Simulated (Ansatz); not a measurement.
Pb:
```
Pb
1.0
    3.25131     0.00000     0.00000
    0.00000     3.25131     0.00000
    0.00000     0.00000     3.25131
Pb
1
Direct
  0.00000   0.00000   0.00000
```

Relaxed with PBE. Special points in fractions of this cell's reciprocal vectors: Γ (0.000, 0.000, 0.000); X (0.000, 0.500, 0.000); M (0.500, 0.500, 0.000); R (0.500, 0.500, 0.500).

Task: List the band energies nearest the Fermi level at these points for the program Ansatz at the PBE level (PAW).

Result: In eV from the Fermi level; about four levels below and three above (degenerate sets whole), none deeper than 8.9 eV; … stands for higher levels left out; points with the same levels are listed once.

```csv
k,below,above
Γ,–,4.84 4.84 4.84
X,-8.79 -3.87,7.06 7.06 10.55
M,-6.53 -1.77 -1.77,3.50 9.48 …
R,-4.23,0.24 0.24 0.24
```

Space group Pm-3m (simple cubic). The cell is a constructed one: a structure type filled with these elements; neither database checked (COD, Materials Project) lists it. It is not the phase usual at ambient conditions (space group No. 225). Symmetry was held in the PBE relaxation. At this level the phase is mechanically unstable. Scalar-relativistic: spin–orbit coupling is off unless named, which matters more the heavier the elements.

Potentials: the later of the program's two PAW sets.
